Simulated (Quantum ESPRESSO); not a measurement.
## KMgF3: field gradients at the nuclei

```
CELL_PARAMETERS angstrom
      3.97847     0.00000     0.00000
      0.00000     3.97847     0.00000
      0.00000     0.00000     3.97847
ATOMIC_POSITIONS crystal
  K  0.50000 0.50000 0.50000
  Mg 0.00000 0.00000 0.00000
  F  0.00000 0.50000 0.00000
  F  0.50000 0.00000 0.00000
  F  0.00000 0.00000 0.50000
```
The cell comes from the Materials Project (a computed structure). It is KMgF3 in Pm-3m; whether this form has been observed was not checked. Stability against distortions was not tested.

Convention: |Vzz| is the largest principal value, η_Q = (Vxx − Vyy)/Vzz, |C_Q| = |eQVzz/h|. Cores are frozen. Against all-electron runs on small test molecules, this scheme's |Vzz| missed by −6 to +4 % (−29 % in KF) on F.

Quadrupole moments taken as inputs (sizes, barn, from the tables of PySCF and pymatgen): ³⁹K 0.0585, ²⁵Mg 0.199.

### Question
What do the calculations give at each independent site (field gradients by the PAW reconstruction of the field gradient on a scalar-relativistic PBE ground state (a modified build of Quantum ESPRESSO, JTH datasets), 22.5 Ha, k-mesh 6×6×6 through Γ)?

### Answer
```tsv
site	site symmetry	Vzz (10²¹ V/m²)	η_Q	∣C_Q∣ (MHz)
K (atom 1)	m-3m	0	–	0 (³⁹K)
Mg (atom 2)	m-3m	0	–	0 (²⁵Mg)
F (atoms 3, 4, 5)	4/mmm	4.49	0.00	–
```
